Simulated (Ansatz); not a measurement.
Given:

SrMgF4:
```yaml
crystal:
  lattice:
    - [1.96478, -7.24050, 0.00000]
    - [1.96478, 7.24050, 0.00000]
    - [0.00000, 0.00000, 5.60540]
  atoms:
    - { symbol: Sr, position: [0.34022, 0.65978, 0.03930] }
    - { symbol: Sr, position: [0.65978, 0.34022, 0.53930] }
    - { symbol: Mg, position: [0.91603, 0.08397, 0.59491] }
    - { symbol: Mg, position: [0.08397, 0.91603, 0.09491] }
    - { symbol: F, position: [0.83860, 0.16140, 0.30822] }
    - { symbol: F, position: [0.16140, 0.83860, 0.80822] }
    - { symbol: F, position: [0.03525, 0.96475, 0.43369] }
    - { symbol: F, position: [0.96475, 0.03525, 0.93369] }
    - { symbol: F, position: [0.79788, 0.20212, 0.78724] }
    - { symbol: F, position: [0.20212, 0.79788, 0.28724] }
    - { symbol: F, position: [0.41421, 0.58579, 0.61964] }
    - { symbol: F, position: [0.58579, 0.41421, 0.11964] }
```

This is the PBEsol-relaxed structure. x, y and z are the axes in which the lattice vectors are written.

Question: All from plane-wave PAW PBEsol (Ansatz code), unless another level is named. Give the Debye temperature from the elastic constants.

Answer: 403 K.

Question: Predict the piezoelectric stress constants (proper, relaxed ions, C/m²).

Answer: e15 = 0.08, e24 = 1.32, e33 = -0.36.

Question: Next, the highest zone-centre frequency (without LO–TO term)?

Answer: 506 cm⁻¹.

Space group Cmc2_1. The first step of the workflow began from a Materials Project structure, measured or hypothetical; the Crystallography Open Database files this formula in space group No. 36, but the cells were not matched. Its standing as an ambient phase is unchecked. Symmetry was held in the PBEsol relaxation; of distortions, only those at the zone centre were tested.

Potentials: the later of the program's two PAW sets.
